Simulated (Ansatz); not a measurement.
Consider the following.

Relaxed Te (trigonal-Te type, space group P3_121):

```yaml
crystal:
  lattice:
    - [4.52111, 0.00000, 0.00000]
    - [-2.26056, 3.91540, 0.00000]
    - [0.00000, 0.00000, 5.95492]
  atoms:
    - { symbol: Te, position: [0.26812, 0.00000, 0.33333] }
    - { symbol: Te, position: [0.00000, 0.26812, 0.66667] }
    - { symbol: Te, position: [0.73188, 0.73188, 0.00000] }
```

In this cell atom 2 (Te, nearest neighbour Te at 2.889 Å; its periodic images, 4.5 Å or more away, move with it) is moved by u·(1.000, 0.000, 0.000) + v·(0.000, 1.000, 0.000); the rest is frozen.

All values below come from PBE (plane waves to 420 eV, PAW, scalar-relativistic; Ansatz, a program for electronic structure). k mesh 7×7×5 (Γ-centred), Fermi-Dirac smearing 0.05 eV. E stands for the smeared free energy. As the smearing reaches across the gap at some points, energies and forces of such displacements shift with the k mesh and the smearing. Spin-orbit coupling is left out, though Te is heavy. Te was relaxed with its symmetry unable to fall. The PAW data are Ansatz's earlier set. The zero of ΔE is the undisplaced structure. Axes are in Å.

The scan covers u from -0.430 to 0.430 Å in 7 points and v from -0.430 to 0.430 Å in 7 points.

**Question.** In which direction of the plane is the atom held most weakly?

**Answer.** 30° from u towards v.

**Question.** What are the two principal curvatures of the energy at the centre?

**Answer.** 2.3 and 3.1 eV/Å².

(A displaced cell: forces are minus the slopes of the energy, force constants its curvatures, and phonons follow from these.)
